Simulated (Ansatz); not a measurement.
According to plane-wave PAW PBE (Ansatz code), SiB12C2 in the trigonal phase (R-3m; B on 18h, B on 18h, C on 6c, Si on 3b) relaxes to a = 5.647 Å, c = 12.665 Å. Against the elements it lies at -0.013 eV/atom, with no fitted shifts.

The Kohn–Sham gap is 1.61 eV (indirect). Electrons at the band edge weigh 0.30, 0.43, 1.4 mₑ (principal values). The hole mass is 0.33, 0.44, 0.58 mₑ (principal values).

An equation-of-state fit gives a bulk modulus of 215 GPa.

The start of the workflow was typed in or built on a structure type; neither database checked (COD, Materials Project) lists it. Its standing as an ambient phase is unchecked. The PBE relaxation kept the symmetry of its start; its stability against distortions is not shown here. The references are the lowest solids computed at this level, not always the standard phases.

Potentials: the earlier of the program's two PAW sets.
